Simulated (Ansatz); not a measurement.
YNbN$_{3}$:
Space group Pm-3m (No. 221); a = 4.011 Å, b = 4.011 Å, c = 4.011 Å, α = 90.00°, β = 90.00°, γ = 90.00°

```
atom  site  symmetry       x       y       z
----  ----  --------  ------  ------  ------
Y       1a      m-3m  0.0000  0.0000  0.0000
Nb      1b      m-3m  0.5000  0.5000  0.5000
N       3c    4/mm.m  0.0000  0.5000  0.5000
```

Relaxed with DFT-PBEsol in the program Ansatz with PAW potentials. Indices refer to the conventional cell of Pm-3m, a = b = c = 4.0108 Å, α = β = γ = 90.00°.

Question: Simulate the powder diffraction pattern (Cu Kα, λ = 1.54184 Å; lines above 1 %) up to 2θ = 90°.

Answer: Simulated powder pattern, Cu Kα, λ = 1.54184 Å (kinematic, ideal powder, no thermal factors, no anomalous dispersion; the 30 strongest lines at most, above 1 %, up to 2θ = 90°):

| 2θ (°) | d (Å) | I/Imax (%) | hkl |
|---|---|---|---|
| 22.16 | 4.011 | 1.9 | (100) |
| 31.55 | 2.836 | 100 | (110) |
| 38.89 | 2.316 | 1.5 | (111) |
| 45.22 | 2.005 | 30 | (200) |
| 56.17 | 1.637 | 39 | (211) |
| 65.87 | 1.418 | 18 | (220) |
| 74.86 | 1.268 | 17 | (310) |
| 83.49 | 1.158 | 6.2 | (222) |

The start of the workflow was typed in or built on a structure type; neither database checked (COD, Materials Project) lists it. Its standing as an ambient phase is unchecked. The PBEsol relaxation kept the symmetry of its start. At this level the phase is dynamically unstable (imaginary phonons). The workflow began spin-polarised and lost its moments.

Potentials: the later of the program's two PAW sets.
